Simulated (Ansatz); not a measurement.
Input for Ansatz (plane-wave DFT, PAW):

```yaml
crystal:
  lattice:
    - [6.3878118647, 0.0, 0.0]
    - [-3.1939059323, 5.5320073494, 0.0]
    - [0.0, 0.0, 24.5195331839]
  atoms:
    - { symbol: "N", position: [0.1666666667, 0.3333333333, 0.3262704857] }
    - { symbol: "N", position: [0.1666666667, 0.8333333333, 0.3262704857] }
    - { symbol: "N", position: [0.6666666667, 0.3333333333, 0.3262704857] }
    - { symbol: "N", position: [0.6666666667, 0.8333333333, 0.3262704857] }
    - { symbol: Hf, position: [0.3333333333, 0.1666666667, 0.3794487672] }
    - { symbol: Hf, position: [0.3333333333, 0.6666666667, 0.3794487672] }
    - { symbol: Hf, position: [0.8333333333, 0.1666666667, 0.3794487672] }
    - { symbol: Hf, position: [0.8333333333, 0.6666666667, 0.3794487672] }
    - { symbol: "N", position: [0.5, 0.5, 0.4326270486] }
    - { symbol: "N", position: [0.5, 0.0, 0.4326270486] }
    - { symbol: "N", position: [0.0, 0.5, 0.4326270486] }
    - { symbol: "N", position: [0.0, 0.0, 0.4326270486] }
    - { symbol: Hf, position: [0.6666666667, 0.3333333333, 0.4879456215] }
    - { symbol: Hf, position: [0.6666666667, 0.8333333333, 0.4879456215] }
    - { symbol: Hf, position: [0.1666666667, 0.3333333333, 0.4879456215] }
    - { symbol: Hf, position: [0.1666666667, 0.8333333333, 0.4879456215] }
    - { symbol: "N", position: [0.8333333333, 0.6666666667, 0.5390387472] }
    - { symbol: "N", position: [0.8333333333, 0.1666666667, 0.5390387472] }
    - { symbol: "N", position: [0.3333333333, 0.6666666667, 0.5390387472] }
    - { symbol: "N", position: [0.3333333333, 0.1666666667, 0.5390387472] }
    - { symbol: Hf, position: [0.0, 0.5, 0.5925422967] }
    - { symbol: Hf, position: [0.0, 0.0, 0.5925422967] }
    - { symbol: Hf, position: [0.5, 0.5, 0.5925422967] }
    - { symbol: Hf, position: [0.5, 0.0, 0.5925422967] }
    - { symbol: C, position: [0.1666666667, 0.8333333333, 0.7083683191] }
    - { symbol: "N", position: [0.1374169732, 0.639334617, 0.7083683191] }
    - { symbol: H, position: [0.1934126793, 1.0107754561, 0.7083683191] }
basis:
  ecutwfc: 420
kpoints:
  mp_grid: { grid: [4, 4, 1] }
hamiltonian:
  xc: pbe
  dispersion: d3bj
scf:
  occupations: { method: gaussian, width: 0.1 }
output:
  forces: true
  eigenvalues: true
  write_density: true
  write_potential: true
  elf: true
  volumetric_format: npy
relax:
  adjacent_minimum: "off"
  f_tol: 0.04
  max_steps: 100
  constraints: [{ sites: [0, 1, 2, 3, 4, 5, 6, 7, 8, 9, 10, 11] }]
efield:
  axis: 3
  dipole_correction: true
  ramp_width: 0.04
```

Command:
```bash
ansatz run input.yaml --threads 4 --pin off --max-ram 10240MiB --backend cpu --events-out ev --progress --plain --runs-dir out
```

Computed with DFT PBE+D3(BJ), scalar-relativistic, plane waves, PAW (Ansatz 0.2.0).

Abridged output (final results; tables in files aren't shown):

```
WARN: The output density's exchange-correlation potential varies sharply where the density is thin. Do not read a vacuum level from v_tot or v_xc, or from such a field of the output density. On a cell that repeats whose density bears no net charge and no dipole along the vacuum's axis use v_es (v_loc + v_h of the components); under efield.dipole_correction with no amplitude use v_es + v_field, which holds any external_charges[].barrier, or the levels of the report's work_function block, which leave it out; under a non-zero efield.amplitude the vacuum is tilted and has no level; on a cell that repeats and bears such a dipole with no correction it is tilted too, and efield.dipole_correction wi ...
SCF converged after 6 iterations
Free energy (F): -193946.292520 eV
Harris-Foulkes:  -193946.292520 eV  (|F-HF|=5.70e-8)
Internal energy: -193946.204327 eV  (E = F + TS)
E sigma→0 (E₀):  -193946.248424 eV
Entropy (-TS):   -0.088193 eV (-3.266 meV/atom)
Fermi energy:    3.498878 eV
Dipole field:    D = 0.167889 V/Å  (p = 0.803912 e·Å, saw-weighted, corrected)
Work function:   Φ+ = 4.2247 eV   Φ− = 8.3413 eV
Levels:          The Fermi level and band energies are counted from a zero that moves with the ramp; work functions are not
--- Per-component energies (eV) ---
  E_band       = -5065.451696
  E_kinetic    = 6860.441890
  E_local      = -752697.182277  (includes V_loc(G=0)·N_el)
  E_nonlocal   = -14304.532079
  E_hartree    = 371223.344979
  E_xc         = -4437.096887
  E_vxc        = -4257.597025  (∫ρ·V_xc dr)
  E_paw        = -84878.237843  (= ΣΔE_a)
  E_vpaw       = 16832.574456  (= ΣTr[D̂ρ^β])
  E_aug_tail   = -0.000133  (compensation charges beyond the density's cutoff)
  E_efield     = 0.067484  (sawtooth field / dipole correction)
  E_vefield    = 54.146961  (∫n·V_field dr)
  E_ewald      = 284293.709363
  E_disp       = -6.718824  (pairwise vdW)
  E_smearing   = -0.088193  (= −TS)
--- Forces (eV/Å), atoms counted from 1 ---
  atom   1  N     -0.00609305    -0.00422974     4.78887319
  atom   2  N      0.00599933    -0.00346290     4.74925002
  atom   3  N     -0.00233887     0.00135099     4.73489920
  atom   4  N      0.00061768     0.00740061     4.78890058
  atom   5  Hf     0.04525844     0.04725521    -6.46333632
  atom   6  Hf     0.00739327    -0.00426548    -6.47732922
  atom   7  Hf    -0.04318174     0.02494499    -6.50759506
  atom   8  Hf    -0.01827688    -0.06282330    -6.46341257
  atom   9  N      0.06979463    -0.04028888     1.80397481
  atom  10  N      0.00991800     0.06131918     1.70083640
  atom  11  N     -0.04803911    -0.03910261     1.70086775
  atom  12  N     -0.01828526     0.01058377     1.64691215
  atom  13  Hf    -0.00290356     0.00155194     0.00098329
  atom  14  Hf    -0.00067946    -0.00128910    -0.00163576
  atom  15  Hf     0.00120089     0.00074612    -0.00166718
  atom  16  Hf     0.00415742    -0.00233318    -0.00196605
  atom  17  N     -0.00655434     0.00110599     0.00024205
  atom  18  N      0.00015352    -0.00031185     0.00106898
  atom  19  N     -0.00447832     0.00328745     0.00032790
  atom  20  N     -0.00620541     0.00503037    -0.00075337
  atom  21  Hf     0.00455323     0.00516025     0.00610234
  atom  22  Hf     0.00472713    -0.00235221    -0.00952869
  atom  23  Hf    -0.00145663    -0.00043600    -0.00569676
  atom  24  Hf     0.00022867    -0.00647478     0.00660479
  atom  25  C      0.00225881    -0.00061143    -0.00306801
  atom  26  N      0.00500707    -0.00331924     0.00290691
  atom  27  H     -0.00274239     0.00154036     0.00317734
--- Band table (eV; the first three rows and the last of 10) ---
  k-point 0: bands = ["-59.0248", "-58.9825", "-58.9639", "-58.9599", "-58.9569", "-58.8572", "-58.5116", "-58.4927", "-57.5664", "-57.5288", "-57.5251", "-57.5246", "-28.2477", "-28.2300", "-28.2277", "-28.1074", "-27.9382", "-27.9160", "-27.9055", "-27.7536", "-27.7407", "-27.6861", "-27.6565", "-27.6529", "-27.6293", "-27.6209", "-27.6123", "-27.4870", "-27.4791", "-27.3670", "-27.3623", "-27.3283", "-27.2876", "-27.0753", "-27.0204", "-27.0133", "-26.6814", "-26.6806", "-26.6775", "-26.3892", "-26.2598", "-26.2571", "-26.2560", "-26.1490", "-26.1490", "-26.1484", "-25.9982", "-25.9979", "-13.8481", "-12.9391", "-12.2629", "-12.1632", "-12.1159", "-11.6676", "-11.3517", "-11.3289", "-11.2 ...
  k-point 1: bands = ["-59.0214", "-58.9820", "-58.9657", "-58.9618", "-58.9568", "-58.8574", "-58.5090", "-58.4955", "-57.5606", "-57.5328", "-57.5266", "-57.5250", "-28.1886", "-28.1732", "-28.1384", "-28.0749", "-27.9204", "-27.9062", "-27.8845", "-27.7529", "-27.7461", "-27.7177", "-27.6916", "-27.6679", "-27.6241", "-27.6215", "-27.6010", "-27.5683", "-27.5083", "-27.4212", "-27.3535", "-27.3278", "-27.2815", "-27.1148", "-27.0729", "-27.0321", "-26.6280", "-26.6256", "-26.5863", "-26.3695", "-26.2765", "-26.2590", "-26.2573", "-26.2072", "-26.2067", "-26.1270", "-26.1041", "-26.0204", "-13.7843", "-12.7622", "-12.2068", "-12.1130", "-12.0364", "-11.6707", "-11.4727", "-11.4060", "-11.3 ...
  k-point 2: bands = ["-59.0175", "-58.9809", "-58.9702", "-58.9622", "-58.9565", "-58.8576", "-58.5037", "-58.5011", "-57.5479", "-57.5450", "-57.5271", "-57.5250", "-28.1106", "-28.0957", "-28.0250", "-27.9904", "-27.8874", "-27.8826", "-27.8716", "-27.8487", "-27.8116", "-27.8014", "-27.7234", "-27.6888", "-27.6146", "-27.5770", "-27.5688", "-27.5606", "-27.5511", "-27.5195", "-27.3434", "-27.3313", "-27.2682", "-27.2213", "-27.0844", "-27.0563", "-26.5535", "-26.5499", "-26.3570", "-26.3560", "-26.3190", "-26.3164", "-26.2936", "-26.2911", "-26.2537", "-26.2532", "-26.0759", "-26.0720", "-13.7234", "-12.4047", "-12.3185", "-12.0297", "-11.9252", "-11.6746", "-11.6455", "-11.4910", "-11.4 ...
  k-point 9: bands = ["-59.0173", "-58.9832", "-58.9664", "-58.9609", "-58.9599", "-58.8568", "-58.5125", "-58.4927", "-57.5482", "-57.5446", "-57.5276", "-57.5246", "-28.1075", "-28.0956", "-28.0335", "-27.9765", "-27.8924", "-27.8713", "-27.8652", "-27.8541", "-27.8348", "-27.7957", "-27.7184", "-27.7114", "-27.6509", "-27.5942", "-27.5704", "-27.5542", "-27.5100", "-27.4274", "-27.3872", "-27.3493", "-27.3170", "-27.1633", "-27.1129", "-27.0387", "-26.5542", "-26.5495", "-26.3575", "-26.3552", "-26.3192", "-26.3160", "-26.2934", "-26.2911", "-26.2549", "-26.2520", "-26.0763", "-26.0721", "-13.7711", "-12.3777", "-12.3331", "-11.9624", "-11.9605", "-11.6715", "-11.6470", "-11.4775", "-11.4 ...
--- Relaxed structure (18 steps of the walk, 18 accepted, 0 SCFs on fresh bases) ---
  F+E_penalty+E_count = -193946.29251990 eV   max|allowed force component| = 9.529e-3 eV/Å
  atoms:
    - { symbol: N, position: [0.16666666, 0.33333333, 0.3262704857] }
    - { symbol: N, position: [0.16666666, 0.83333333, 0.3262704857] }
    - { symbol: N, position: [0.66666666, 0.33333333, 0.3262704857] }
    - { symbol: N, position: [0.66666666, 0.83333333, 0.3262704857] }
    - { symbol: Hf, position: [0.33333333, 0.16666666, 0.37944876] }
    - { symbol: Hf, position: [0.3333333333, 0.66666666, 0.37944876] }
    - { symbol: Hf, position: [0.83333333, 0.16666666, 0.37944876] }
    - { symbol: Hf, position: [0.8333333333, 0.66666666, 0.37944876] }
    - { symbol: N, position: [0.5, 0.49999999, 0.43262704] }
    - { symbol: N, position: [0.5, 0.0, 0.43262704] }
    - { symbol: N, position: [0.0, 0.49999999, 0.43262704] }
    - { symbol: N, position: [0.0, 0.0, 0.43262704] }
    - { symbol: Hf, position: [0.66556029, 0.33444572, 0.48827898] }
    - { symbol: Hf, position: [0.66973469, 0.83611802, 0.48793841] }
    - { symbol: Hf, position: [0.16388701, 0.33026850, 0.48793907] }
    - { symbol: Hf, position: [0.16713687, 0.83286257, 0.48718608] }
    - { symbol: N, position: [0.83149788, 0.66764445, 0.54006922] }
    - { symbol: N, position: [0.83462972, 0.16537074, 0.53890174] }
    - { symbol: N, position: [0.33318802, 0.66680095, 0.53649826] }
    - { symbol: N, position: [0.33237623, 0.16850951, 0.54007214] }
    - { symbol: Hf, position: [-0.00357264, 0.49685306, 0.59248339] }
    - { symbol: Hf, position: [0.01088187, -0.01088748, 0.59345540] }
    - { symbol: Hf, position: [0.48043542, 0.51960038, 0.59872963] }
    - { symbol: Hf, position: [0.50311890, 0.00357444, 0.59248208] }
    - { symbol: C, position: [0.18712037, 0.81285296, 0.65289853] }
    - { symbol: N, position: [0.31584116, 0.68416891, 0.64587088] }
    - { symbol: H, position: [0.15456636, 0.84541352, 0.69528423] }
```

The relaxation met its thresholds.

Time: 36 min on 4 threads of Arm Neoverse V1 (shared host), peak memory 4.3 GiB.

Spin-orbit coupling is left out, which matters for the bands of heavy elements.